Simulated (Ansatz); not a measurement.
## Fields on a plane of KI (rock salt)

```
CELL_PARAMETERS angstrom
      0.00000     3.54577     3.54577
      3.54577     0.00000     3.54577
      3.54577     3.54577     0.00000
ATOMIC_POSITIONS crystal
  I  0.00000 0.00000 0.00000
  K  0.50000 0.50000 0.50000
```

The slice is a {111} plane (indices of the conventional cell) through the point (0.500, 0.500, 0.500) (fractional), spanned by u = [100] and v = [-1 2 0] in vectors of this cell: u (5.01 Å) and v (8.69 Å, at 90° to u). It covers one period; positions are fractions (u, v).

Atoms on it: K at (0.00, 0.00); K at (0.50, 0.50).

Computed with r2SCAN (plane waves to 500 eV, PAW, scalar-relativistic; Ansatz, a quantum-chemistry and plane-wave program). k mesh 8×8×8. Near the nuclei the fields are pseudised (PAW); where an atom keeps semicore shells as valence, they peak there. KI was relaxed with its symmetry unable to fall. Spin-orbit coupling is left out, though I is heavy.

```
|99998866330000000000000033668899|
|88887744220000000000000022447788|
|66664422110000000000000011224466|
|33332211000000111111000000112233|
|11110000000000111111000000000011|
|00000000000000001100000000000000|
|00000000000000000000000000000000|
|11000000000000000000000000000000|
|11110000000000111111000000000011|
|11110000001122333333221100000011|
|00000000112244666666442211000000|
|00000000224477888888774422000000|
|00000000336688999999886633000000|
|00000011336688999999886633110000|
|00000000336688999999886633000000|
|00000000224477888888774422000000|
|00000000112244666666442211000000|
|11110000001122333333221100000011|
|11110000000000111111000000000011|
|11000000000000000000000000000000|
|00000000000000000000000000000000|
|00000000000000001100000000000000|
|11110000000000111111000000000011|
|33332211000000111111000000112233|
|66664422110000000000000011224466|
|88887744220000000000000022447788|
|99998866330000000000000033668899|
|99998866331100000000001133668899|
```
Scale: ten equal steps from -1.81 (start of '0') to 0.61 (end of '9'), in the order '0123456789'. Values: log₁₀ of the valence density in e/Å³. The map has 16 points along u (two characters each, u = 0 at the left) and 28 along v (v = 0 in the bottom row). The scale is logarithmic, as a density can span decades between atoms and voids.

```
|xxxxxxxx336688999999886633xxxxxx|
|xxxxxx0055778899999988775500xxxx|
|xxxx00446688999999999988664400xx|
|22334466778899999999998877664433|
|66667788889999999999999988887766|
|88888899999999999999999999998888|
|99999999999999999999999999999999|
|99999999999988888888889999999999|
|99999999888877666666778888999999|
|99999988776644332233446677889999|
|99999988664400xxxxxx004466889999|
|999988775500xxxxxxxxxx0055778899|
|9999886633xxxxxxxxxxxxxx33668899|
|9999886622xxxxxxxxxxxxxx22668899|
|9999886633xxxxxxxxxxxxxx33668899|
|999988775500xxxxxxxxxx0055778899|
|99999988664400xxxxxx004466889999|
|99999988776644332233446677889999|
|99999999888877666666778888999999|
|99999999999988888888889999999999|
|99999999999999999999999999999999|
|88888899999999999999999999998888|
|66667788889999999999999988887766|
|22334466778899999999998877664433|
|xxxx00446688999999999988664400xx|
|xxxxxx0055778899999988775500xxxx|
|xxxxxxxx336688999999886633xxxxxx|
|xxxxxxxx226688999999886622xxxxxx|
```
Scale: ten equal steps from -3.40 (start of '0') to 4.04 (end of '9'), in the order '0123456789'. Values: electrostatic potential energy of an electron, from the cell's mean, in eV. The map has 16 points along u (two characters each, u = 0 at the left) and 28 along v (v = 0 in the bottom row). Points within 1 Å of a nucleus are blanked (x), as the pseudised field means little there. The zero, the cell's mean, hangs on the PAW cores.
